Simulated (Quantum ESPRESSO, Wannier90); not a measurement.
## Wannierisation of WO₃ (ReO3 type)

```
WO3
1.0
    3.80620     0.00000     0.00000
    0.00000     3.80620     0.00000
    0.00000     0.00000     3.80620
W O
1 3
Direct
  0.00000   0.00000   0.00000
  0.00000   0.00000   0.50000
  0.50000   0.00000   0.00000
  0.00000   0.50000   0.00000
```

Structure: Materials Project mp-19390, symmetrised, not relaxed again. Not found in the COD (Crystallography Open Database) copy used, which has the formula in other groups; not checked further. Method: PBEsol plane waves in Quantum ESPRESSO 7.5 (PseudoDojo norm-conserving files, 68 Ry, no spin polarisation, no spin-orbit coupling), Bloch states on a 8×8×8 mesh through Γ, Wannier90 4.0.1. Density: 8×8×8 mesh, cold smearing 0.01 Ry. Spin-orbit coupling is left out although heavy elements are present.

Energies are relative to the valence-band maximum.

**Bands.** A Kohn-Sham gap of 0.59 eV opens above band 16. 4 filled groups are cut off by gaps; the highest, bands 8–16, spans -7.17 to 0.00 eV and is O 2p 80 %, W 5d 17 %.

**Valence functions.** The best of several starts gives 12 functions with Ω_total = 12.55 Å², 86 % of it gauge-invariant: 12 of 1.05 Å² at 0.34 Å from O.

**Model.** 14 functions (W d, O p) from bands 8-33, frozen to 2.09 eV, reach Ω_I = 11.20 Å² and follow pw.x to 0.9 meV rms (states up to 1.6 eV relative to the valence-band maximum).

**Frozen window.** Edge, Ω_I and misfit go 1.1 eV, 11.13 Å², 8.9 meV; 2.1 eV, 11.20 Å², 0.9 meV; 4.1 eV, 11.42 Å², 0.2 meV; 6.1 eV, 11.54 Å², 0.3 meV. Ω_I never falls as the edge rises, since each frozen state takes freedom from the choice of the smoothest subspace. The edges under the compared range leave its upper states unfrozen, and their misfit is the largest.

**No window.** Without a frozen window Ω_I drops to 9.51 Å² while the misfit grows to 998 meV: a small spread is no proof of good bands.

**Outer window.** The setting "outer window to 14.56 eV" raises Ω_I to 11.79 Å², as fewer states are left to mix in, and the misfit goes to 0.3 meV.

**Stops.** With the frozen window to 7.49 eV the program stops (More states in the frozen window than target WFs). With the outer window to 11.56 eV the program stops (Energy window contains fewer states than number of target WFs).
